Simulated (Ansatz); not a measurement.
MnSi in space group P2_13 (No. 198; Mn on 4a, Si on 4a) at seven volumes, PBEsol in the plane-wave PAW code Ansatz, shape and atoms relaxed at each. One row is withheld.

```
V (Å³/atom)  P (GPa)
-----------  -------
10.164         25.80
10.499             ?
10.834          7.15
11.169          0.00
11.504         -5.95
11.840        -11.24
12.175        -15.81
```

Fit the shown pressures and predict the withheld one.

Third-order Birch–Murnaghan: P = (3/2)B₀(x^(7/2) − x^(5/2))[1 + (3/4)(B′ − 4)(x − 1)] with x = (V₀/V)^(2/3). Least squares on the six rows gives V₀ = 11.171 Å³/atom, B₀ = 221.0 GPa, B′ = 4.44. At V = 10.499, x = 1.0422 and P = 15.74 GPa. The run itself gave 15.74 GPa.

The cell was relaxed with PBEsol under the symmetry of its start. Magnetic state: ferromagnetic, chosen from 5 collinear starts compared on coarse meshes (ties went to the first, and starts can fall back to one state), not a proven ground state. Textbook magnetic order: helical.

Potentials: the earlier of the program's two PAW sets. The files were generated under PBE; for other functionals the program regenerates the frozen cores, and for LDA and PBEsol the local potential too.
